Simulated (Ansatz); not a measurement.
ZnO:
```xyz
8
Lattice="5.5133 0.0000 0.0000 0.0000 5.5133 0.0000 0.0000 0.0000 3.2486" Properties=species:S:1:pos:R:3 pbc="T T T"
Zn     1.0022     1.0022     1.6243
Zn     4.5111     4.5111     1.6243
Zn     1.7544     3.7588     0.0000
Zn     3.7588     1.7544     0.0000
O      4.5070     1.0062     1.6243
O      1.0062     4.5070     1.6243
O      1.7504     1.7504     0.0000
O      3.7629     3.7629     0.0000
```

Relaxed with r²SCAN. Special points in fractions of this cell's reciprocal vectors: Γ (0.000, 0.000, 0.000); X (0.000, 0.500, 0.000); M (0.500, 0.500, 0.000); Z (0.000, 0.000, 0.500); R (0.000, 0.500, 0.500); A (0.500, 0.500, 0.500).

### Question
List the band energies nearest the valence-band maximum at these points for DFT-r²SCAN in the program Ansatz with PAW potentials.

### Answer
In eV from the valence-band maximum; about four levels below and three above (degenerate sets whole), none deeper than 8.9 eV; points with the same levels are listed once.

```json
[
 {"k": "Γ", "below": "-0.53 -0.20 -0.20 0.00", "above": "1.21 5.89 5.89"},
 {"k": "X", "below": "-0.51 -0.51 -0.44 -0.44", "above": "3.64 3.64 6.70 6.70"},
 {"k": "M", "below": "-0.89 -0.89 -0.79 -0.79", "above": "4.79 4.79 5.11 5.11"},
 {"k": "Z", "below": "-1.86 -1.86 -1.37 -1.37", "above": "6.38 6.38 8.51 8.51"},
 {"k": "R", "below": "-1.63 -1.63 -1.10 -1.10", "above": "6.50 6.50 7.28 7.28"},
 {"k": "A", "below": "-1.42 -1.42 -1.39 -1.39", "above": "5.99 5.99 6.56 6.56"}
]
```

Space group P4_2/mnm. The first step of the workflow began from a Materials Project structure, measured or hypothetical; the Crystallography Open Database copy checked does not list it. It is not the phase usual at ambient conditions (space group No. 186). Symmetry was held in the r²SCAN relaxation; whether a distortion lowers the energy is not shown.

Potentials: the later of the program's two PAW sets.
